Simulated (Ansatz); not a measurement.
## Pb: from a starting cell to a relaxed one

The start is a generated cell, Pb built in the simple-cubic structure type. The structure is fully relaxed (lattice and positions, P = 0) with PBE (plane waves to 420 eV, PAW, scalar-relativistic; Ansatz, a quantum-chemistry and plane-wave program). The first steps use a coarse 10×10×10 k-mesh.

Starting cell:
```
CELL_PARAMETERS angstrom
      3.23836     0.00000     0.00000
      0.00000     3.23836     0.00000
      0.00000     0.00000     3.23836
ATOMIC_POSITIONS crystal
  Pb 0.00000 0.00000 0.00000
```

**Question.** By how much does the energy per atom fall from start to end?

**Answer.** Under 0.01 eV/atom.

**Question.** How does the volume per atom move from start to end?

**Answer.** +1.4 %, from 33.96 to 34.44 Å³/atom.

**Question.** How do the shortest distances between atoms change?

**Answer.** The closest pairs of elements (up to four, under 3.6 Å), start → end: Pb–Pb 3.24 → 3.25 Å.

**Question.** Write out the relaxed structure.

**Answer.** 
```cif
data_Pb
_chemical_formula_sum 'Pb1'
_space_group_name_H-M_alt 'Pm-3m'
_space_group_IT_number 221
_space_group_name_Hall '-P 4 2 3'
_cell_length_a 3.25354
_cell_length_b 3.25354
_cell_length_c 3.25354
_cell_angle_alpha 90.000
_cell_angle_beta 90.000
_cell_angle_gamma 90.000
loop_
_atom_site_label
_atom_site_type_symbol
_atom_site_symmetry_multiplicity
_atom_site_Wyckoff_symbol
_atom_site_fract_x
_atom_site_fract_y
_atom_site_fract_z
_atom_site_occupancy
Pb1 Pb 1 a 0.00000 0.00000 0.00000 1
```

The space group stays Pm-3m (No. 221) (the run could not lower it); the end is simple cubic type, with 1 atom in the primitive cell. Final values are on a 14×14×14 k-mesh of the relaxed cell. No spin polarisation in the result.

The run could not lose the symmetry of its start, so the end can be a saddle point.

The relaxed structure here is a generated cell of Pb: the first start was made by placing the elements on the sites of a structure type, and the end was not matched to a known phase here, so it may be hypothetical. Known forms of Pb include space group No. 225.
